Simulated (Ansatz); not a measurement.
Tc, DFT, PBEsol, all-electron PAW with datasets made for the crystal, scalar-relativistic (Ansatz 0.2.0), run on 1 thread of Intel(R) Xeon(R) 6975P-C (Granite Rapids) on a shared host.

The cell is a database entry far from equilibrium at this level of theory, probably a faulty or high-pressure entry; it serves as a test geometry alone. The listed cell was then made from it by scaling, straining or moving an atom.

Command: `ansatz run input.yaml --threads 1 --pin off --max-ram 3072MiB --backend cpu --events-out ev --progress --plain --runs-dir out`

```yaml
crystal:
  lattice:
    - [0.0, 1.989, 1.95]
    - [1.989, 0.0, 1.95]
    - [1.989, 1.989, 0.0]
  atoms:
    - { symbol: Tc, position: [0.0, 0.0, 0.0] }
kpoints:
  mp_grid: { grid: [18, 18, 18] }
scf:
  occupations: { method: fermi_dirac, width: 0.03 }
hamiltonian:
  xc: pbesol
  pseudopotentials: { kind: all_electron, datasets: crystal }
output:
  forces: true
  stress: true
  eigenvalues: true
  efg: { contact_densities: true }
```

Q: How large is the problem that the program sets up?

A: 480 irreducible k-points, 169 plane waves at Γ, 8 bands.

Q: Estimate the wall time and the peak memory.

A: 8.5 s of wall time for 6 SCF iterations, with a peak of 0.55 GiB. Times on shared machines scatter by tens of per cent.

Q: And the same cell and mesh by PAW with the default files, asked for forces, stress, eigenvalues, efg, on the same hardware?

A: 3.4 s, peak memory 0.41 GiB.
